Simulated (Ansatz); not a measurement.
Ta2SiN:
```
CELL_PARAMETERS angstrom
      3.19233     0.00000     0.00000
     -1.59617     2.76464     0.00000
      0.00000     0.00000    12.07830
ATOMIC_POSITIONS crystal
  Si 0.33333 0.66667 0.75000
  Si 0.66667 0.33333 0.25000
  Ta 0.33333 0.66667 0.09492
  Ta 0.66667 0.33333 0.59492
  Ta 0.66667 0.33333 0.90508
  Ta 0.33333 0.66667 0.40508
  N  0.00000 0.00000 0.00000
  N  0.00000 0.00000 0.50000
```

Relaxed with PBEsol. Special points in fractions of this cell's reciprocal vectors: Γ (0.000, 0.000, 0.000); M (0.500, 0.000, 0.000); K (0.333, 0.333, 0.000); A (0.000, 0.000, 0.500); L (0.500, 0.000, 0.500); H (0.333, 0.333, 0.500).

Question: List the band energies nearest the Fermi level at these points for PBEsol in the plane-wave PAW code Ansatz.

Answer: In eV from the Fermi level; about four levels below and three above (degenerate sets whole), none deeper than 8.9 eV; points with the same levels are listed once.

```tsv
k	below	above
Γ	-1.24 -1.24 -0.32 -0.30 -0.30	0.39 0.52 0.52
M	-3.35 -3.22 -0.68 -0.05	0.24 0.65 1.00
K	-2.23 -0.60 -0.60 -0.53	0.30 0.30 1.97
A	-1.34 -1.34 -1.34 -1.34 -0.86 -0.86	0.02 0.02 0.02 0.02
L	-3.30 -3.30 -0.40 -0.40	0.45 0.45 1.52 1.52
H	-1.47 -1.47 -0.73 -0.73	0.46 0.46 2.48 2.48
```

Space group P6_3/mmc. The start of the workflow was typed in or built on a structure type; neither database checked (COD, Materials Project) lists it. Its standing as an ambient phase is unchecked. The PBEsol relaxation kept the symmetry of its start; its stability against distortions is not shown here. No spin polarisation was allowed. Spin–orbit coupling is left out wherever it is not named.

Potentials: the later of the program's two PAW sets.
